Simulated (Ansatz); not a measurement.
Phonons of PbTe (rock salt) at Γ, L = (0.5, 0.0, 0.0), X = (0.5, 0.5, 0.0).

PbTe (rock salt)

```
CELL_PARAMETERS angstrom
      0.00000     3.28470     3.28470
      3.28470     0.00000     3.28470
      3.28470     3.28470     0.00000
ATOMIC_POSITIONS crystal
  Te 0.00000 0.00000 0.00000
  Pb 0.50000 0.50000 0.50000
```

Method: PBE (plane waves to 420 eV, PAW, scalar-relativistic; Ansatz, a first-principles code). Harmonic phonons by density-functional perturbation theory on a 10×10×10 k mesh, in cm⁻¹; i marks imaginary ones, q is in fractions of the reciprocal vectors of the cell shown, and the three acoustic modes at Γ are left out. The non-analytic (LO-TO) term is not included, so polar modes at Γ have their transverse values. The program warned that its band solver left a few bands short of their tolerance. PbTe was relaxed with its symmetry unable to fall. Spin-orbit coupling is left out, though Pb and Te are heavy. The PAW data are Ansatz's earlier set.

```tsv
q	wavenumbers (cm⁻¹)
Γ	24 (×3)
L = (0.5, 0.0, 0.0)	52 (×2), 87, 90 (×2), 101
X = (0.5, 0.5, 0.0)	22 (×2), 30, 59 (×2), 69
```

The structure shows no imaginary mode at these points (lowest 22 cm⁻¹ at X = (0.5, 0.5, 0.0)); other wave vectors were not tested.

Highest mode: 101 cm⁻¹ at L = (0.5, 0.0, 0.0).
